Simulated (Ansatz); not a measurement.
Ir:
```
Ir
1.0
    0.00000     1.91513     1.91513
    1.91513     0.00000     1.91513
    1.91513     1.91513     0.00000
Ir
1
Direct
  0.00000   0.00000   0.00000
```

Relaxed with PBEsol. Special points in fractions of this cell's reciprocal vectors: Γ (0.000, 0.000, 0.000); X (0.500, 0.000, 0.500); U (0.625, 0.250, 0.625); K (0.375, 0.375, 0.750); L (0.500, 0.500, 0.500); W (0.500, 0.250, 0.750).

Task: List the band energies nearest the Fermi level at these points for plane-wave PAW PBEsol (Ansatz code).

Result: In eV from the Fermi level; about four levels below and three above (degenerate sets whole), none deeper than 8.9 eV; … stands for higher levels left out; points with the same levels are listed once.

```tsv
k	below	above
Γ	-3.98 -3.98 -3.98	…
X	-8.07 -7.49	0.87 1.48 1.48
U	-7.09 -6.11 -2.98 -0.93	0.58 …
L	-8.25 -4.09 -4.09 -0.88	…
W	-6.39 -4.99 -4.99 -1.88	1.48 …
```

Space group Fm-3m (fcc (Cu type)). The cell was relaxed with PBEsol under the symmetry of its start. The run is not spin-polarised. Spin–orbit coupling is left out wherever it is not named.

Potentials: the later of the program's two PAW sets.
